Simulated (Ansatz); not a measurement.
NaHO:
```xyz
6
Lattice="3.4036 0.0000 0.0000 0.0000 3.3729 0.0000 -1.6147 0.0000 5.4331" Properties=species:S:1:pos:R:3 pbc="T T T"
Na     0.9444     0.8432     4.4466
Na     0.8445     2.5296     0.9864
H      2.6156     0.8432     2.2851
H     -0.8267     2.5296     3.1479
O     -0.7410     2.5296     4.1184
O      2.5299     0.8432     1.3147
```

Relaxed with PBEsol. Special points in fractions of this cell's reciprocal vectors: Γ (0.000, 0.000, 0.000); Z (0.000, 0.500, 0.000); D (0.000, 0.500, 0.500); B (0.000, 0.000, 0.500); A (-0.500, 0.000, 0.500); E (-0.500, 0.500, 0.500); C2 (-0.500, 0.500, 0.000); Y2 (-0.500, 0.000, 0.000).

List the band energies nearest the valence-band maximum at these points for DFT-PBEsol in the program Ansatz with PAW potentials.

In eV from the valence-band maximum; about four levels below and three above (degenerate sets whole), none deeper than 8.9 eV; points with the same levels are listed once.

| k | below | above |
|---|---|---|
| Γ | -0.50 -0.30 -0.23 0.00 | 3.00 8.60 8.78 |
| Z | -1.74 -1.74 -0.25 -0.25 | 6.67 6.67 9.65 9.65 |
| D | -1.41 -1.41 -0.25 -0.25 | 6.36 6.36 9.58 9.58 |
| B | -0.46 -0.36 -0.16 -0.07 | 4.22 6.46 10.02 |
| A | -1.99 -1.27 -0.41 -0.09 | 6.18 6.73 9.09 |
| E | -1.42 -1.42 -1.02 -1.02 | 8.34 8.34 8.79 8.79 |
| C2 | -1.37 -1.37 -1.05 -1.05 | 8.42 8.42 8.48 8.48 |
| Y2 | -1.81 -1.40 -0.40 -0.10 | 6.26 6.75 9.15 |

Space group P2_1/m. The workflow started from a Materials Project entry (that database holds measured and hypothetical structures alike); the Crystallography Open Database files this formula in space group No. 11, but the cells were not matched. Its standing as an ambient phase is unchecked. The PBEsol relaxation kept the symmetry of its start; whether a distortion lowers the energy is not shown.

Potentials: the later of the program's two PAW sets.
